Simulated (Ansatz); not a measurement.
## Fields on a plane of Sc3InN (anti-perovskite)

```
Sc3InN
1.0
    4.41593     0.00000     0.00000
    0.00000     4.41593     0.00000
    0.00000     0.00000     4.41593
Sc In N
3 1 1
Direct
  0.50000   0.50000   0.00000
  0.00000   0.50000   0.50000
  0.50000   0.00000   0.50000
  0.00000   0.00000   0.00000
  0.50000   0.50000   0.50000
```

The slice is a {100} plane (indices of the conventional cell) through the point (0.500, 0.000, 0.500) (fractional), spanned by u = [100] and v = [010] in vectors of this cell: u (4.42 Å) and v (4.42 Å, at 90° to u). It covers one period; positions are fractions (u, v).

Atoms on it: Sc at (0.50, 0.50); Sc at (0.00, 0.00); N at (0.00, 0.50).

Calculation: PBEsol (plane waves to 420 eV, PAW, scalar-relativistic; Ansatz, a program for electronic structure). k mesh 11×11×11. These are valence fields of a PAW run, semicore shells included where kept as valence: close to a nucleus they are smooth pseudo fields. Sc3InN is run without spin polarisation. Sc3InN was relaxed with its symmetry unable to fall.

```
|xxx#%%+:   :-++***++-:   :+%%#xx|
|xxx%%#=.   :-=+++++=-:   .=#%%xx|
|##%%%*-    :-==+++==-:    -*%%%#|
|%%%%*=.   ..:-------:..   .=*%%%|
|%%#+-.     ..:::::::..     .-+#%|
|==-:.       .       .       .:-=|
|..                             .|
|........                 .......|
|=====--:.     .:::.     .:--====|
|%%%##*+-.   .-=+*+=-.   .-+*##%%|
|@@@@@%*-.  .=*#%%%#*=.  .-*%@@@@|
|@@@@@@#=. .-*%%%%%%%*-. .=#@@@@@|
|#%@@@@#=. :+%%%###%%%+: .=#@@@@%|
|xxx@@@%=. -#%%xxxxx%%#- .=%@@@xx|
|xxx%@@%=..=%%#xxxxx#%%=..=%@@%xx|
|xxx#@@%=..=%%#xxxxx#%%=..=%@@#xx|
|xxx%@@%=..=%%#xxxxx#%%=..=%@@%xx|
|xxx@@@%=. -#%%xxxxx%%#- .=%@@@xx|
|#%@@@@#=. :+%%%###%%%+: .=#@@@@%|
|@@@@@@#=. .-*%%%%%%%*-. .=#@@@@@|
|@@@@@%*-.  .=*#%%%#*=.  .-*%@@@@|
|%%%##*+-.   .-=+*+=-.   .-+*##%%|
|=====--:.     .:::.     .:--====|
|........                 .......|
|..                             .|
|==-:.       .       .       .:-=|
|%%#+-.     ..:::::::..     .-+#%|
|%%%%*=.   ..:-------:..   .=*%%%|
|##%%%*-    :-==+++==-:    -*%%%#|
|xxx%%#=.   :-=+++++=-:   .=#%%xx|
|xxx#%%+:   :-++***++-:   :+%%#xx|
|xxx#%%*:   :-++***++-:   :*%%#xx|
```
Scale: ten equal steps from 0.06 (start of ' ') to 0.82 (end of '@'), in the order ' .:-=+*#%@'. Values: electron localisation function (ELF). The map has 32 points along u (one character each, u = 0 at the left) and 32 along v (v = 0 in the bottom row). Points within 0.4 Å of a nucleus are blanked (x), as the pseudised field means little there.

```
|xxxxxxx  :+*%@@@@@@@%*+:  xxxxxx|
|xxxxxxx  -+*%%@@@@@%%*+-  xxxxxx|
|xxxxxx   -+*#%%@@@%%#*+-   xxxxx|
|xxxxxx  .=+*##%%%%%##*+=.  xxxxx|
|xxxxx   -=+***********+=-   xxxx|
|xxx    :-=+++++++++++++=-:    xx|
|     .:-=====--:::--=====-:.    |
|   .:-====--.       .--====-:.  |
|:::-=+++=-:           :-=+++=-::|
|xxx=++*+=:    xxxxx    :=+*++=xx|
|xxxxx+++-.  xxxxxxxxx  .-+++xxxx|
|xxxxxx+=:  xxxxxxxxxxx  :=+xxxxx|
|xxxxxx=-.  xxxxxxxxxxx  .-=xxxxx|
|xxxxxxx:  xxxxxxxxxxxxx  :xxxxxx|
|xxxxxxx:  xxxxxxxxxxxxx  :xxxxxx|
|xxxxxxx:  xxxxxxxxxxxxx  :xxxxxx|
|xxxxxxx:  xxxxxxxxxxxxx  :xxxxxx|
|xxxxxxx:  xxxxxxxxxxxxx  :xxxxxx|
|xxxxxx=-.  xxxxxxxxxxx  .-=xxxxx|
|xxxxxx+=:  xxxxxxxxxxx  :=+xxxxx|
|xxxxx+++-.  xxxxxxxxx  .-+++xxxx|
|xxx=++*+=:    xxxxx    :=+*++=xx|
|:::-=+++=-:           :-=+++=-::|
|   .:-====--.       .--====-:.  |
|     .:-=====--:::--=====-:.    |
|xxx    :-=+++++++++++++=-:    xx|
|xxxxx   -=+***********+=-   xxxx|
|xxxxxx  .=+*##%%%%%##*+=.  xxxxx|
|xxxxxx   -+*#%%@@@%%#*+-   xxxxx|
|xxxxxxx  -+*%%@@@@@%%*+-  xxxxxx|
|xxxxxxx  :+*%@@@@@@@%*+:  xxxxxx|
|xxxxxxx  :+*%@@@@@@@%*+:  xxxxxx|
```
Scale: ten equal steps from 2.00 (start of ' ') to 10.48 (end of '@'), in the order ' .:-=+*#%@'. Values: electrostatic potential energy of an electron, from the cell's mean, in eV. The map has 32 points along u (one character each, u = 0 at the left) and 32 along v (v = 0 in the bottom row). Points within 0.9 Å of a nucleus are blanked (x), as the pseudised field means little there. Values under 2 eV are set to 2. The zero, the cell's mean, hangs on the PAW cores.

| Quantity | Result |
|---|---|
| Density on the Sc–N line (2.21 Å) at its midpoint | 0.43 e/Å³ |
| ELF at that point | 0.16 |
